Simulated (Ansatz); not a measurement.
A geometry of Na away from equilibrium: step 2 of the relaxation of a generated cell, Na placed in the AFLOW prototype A_hP3_152_a (A8, as in Se). Computed with r2SCAN (plane waves to 500 eV, PAW, scalar-relativistic; Ansatz, a quantum-chemistry and plane-wave program). Γ-centred k-mesh 11×11×9 on the run's cell, Fermi–Dirac smearing 0.05 eV. The plane waves were selected for a different cell earlier on the path.

```
CELL_PARAMETERS angstrom
      4.73181     0.00000     0.00000
     -2.36591     4.09787     0.00000
      0.00000     0.00000     5.48700
ATOMIC_POSITIONS crystal
  Na 0.26535 0.00000 0.83333
  Na 0.00000 0.26535 0.16667
  Na 0.73465 0.73465 0.50000
```

Q: What forces act on the atoms (eV/Å)?

A: 
```tsv
atom	Fx	Fy	Fz
Na1	0.65	0.00	0.00
Na2	-0.33	0.57	0.00
Na3	-0.33	-0.57	0.00
```

The path ends in R-3m (No. 166) at a tolerance of 0.01 Å, Im-3m (No. 229) at 0.1 Å. No spin polarisation in the result.

The run could not lose the symmetry of its start, so the end can be a saddle point.

The end of the path is a generated cell of Na: the first start was made by placing the elements on the sites of a structure type, and the end was not matched to a known phase here, so it may be hypothetical. Known forms of Na include space group No. 229.
